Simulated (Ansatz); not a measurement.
**Ge-73 nuclear quadrupole resonance in GePt under strain**

Cell: a structure deposited in the COD, relaxed with PBE at fixed cell and then changed (z compressed by 2 %, ions relaxed).

```
Ge Pt
1.0
     5.73200    0.00000    0.00000
     0.00000    3.70100    0.00000
     0.00000    0.00000    5.96624
Ge Pt
4 4
Direct
  0.81837 0.75000 0.58987
  0.18163 0.25000 0.41013
  0.68163 0.25000 0.08987
  0.31837 0.75000 0.91013
  0.99617 0.75000 0.18914
  0.00383 0.25000 0.81086
  0.50383 0.25000 0.68914
  0.49617 0.75000 0.31086
```

Sites (sets of like atoms) are named by element and the number of their first atom in this list.

Level of theory: DFT, PBE, plane waves and PAW, scalar-relativistic, 420 eV cutoff, Γ-centred 8×13×8 k-points, Fermi–Dirac smearing 0.05 eV (Ansatz 0.2.0).

Ge-73: I = 9/2, Q = -196.0 mb (year-2017 value). Static lattice, zero field.

Problem. At which frequencies do the Ge-73 NQR lines lie?

Solution. For I = 9/2 and η = 0 the lines are |C_Q|/24 times 1, 2, 3 and 4; η shifts the lowest up most. At large η the states mix, and weaker lines appear at sums of the main ones; lines under 5 % of the strongest are left out.

| site | atoms | V_zz (10²¹ V/m²) | C_Q (MHz) | η | line frequencies (MHz) |
| --- | --- | --- | --- | --- | --- |
| Ge | 1, 2, 3, 4 | 6.32 | -30.0 | 0.99 | 3.08, 3.12, 4.52, 4.58, 6.20 |

The run finds no gap above 0.1 eV (a metal, or nearly one), so the gradients can move by 10 % or more with the k-mesh. Without spin–orbit coupling the gradients at and beside Pt can be off by some per cent, at some sites by more. At this changed cell the PBE pressure is 11 GPa.
